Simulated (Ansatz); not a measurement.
Values for one crystal, relaxed and computed with r²SCAN in the plane-wave PAW code Ansatz; other levels are named.

| Property | Result |
|---|---|
| Volume per atom | 30.79 Å³ |
| Band gap | 0.35 eV (indirect) |
| Electron effective mass | 0.075, 0.075, 1.2 mₑ (principal values) |
| Bulk modulus (Birch–Murnaghan fit) | 42.0 GPa |
| Hole effective mass, band 1 of 2 at the edge | 0.38 along x, 0.50 along z (mₑ) |
| Smallest direct gap on the standard path | 0.39 eV |
| Valence-band maximum | at Γ |

### Question
Which of these materials gives this?
A) SrCd2Sb2, P-3m1 (Sr on 1a, Cd on 2d, Sb on 2d)
B) CdS, wurtzite
C) SrTe, rock salt
D) K2RbLaV2O8, P-3m1 (Pearson symbol hP14)

### Answer
A, SrCd2Sb2, P-3m1 (Sr on 1a, Cd on 2d, Sb on 2d)

The workflow started from an entry of the Crystallography Open Database (COD). Its standing as an ambient phase is unchecked. Symmetry was held in the r²SCAN relaxation; its stability against distortions is not shown here. Spin–orbit coupling is left out wherever it is not named.

Potentials: the later of the program's two PAW sets.
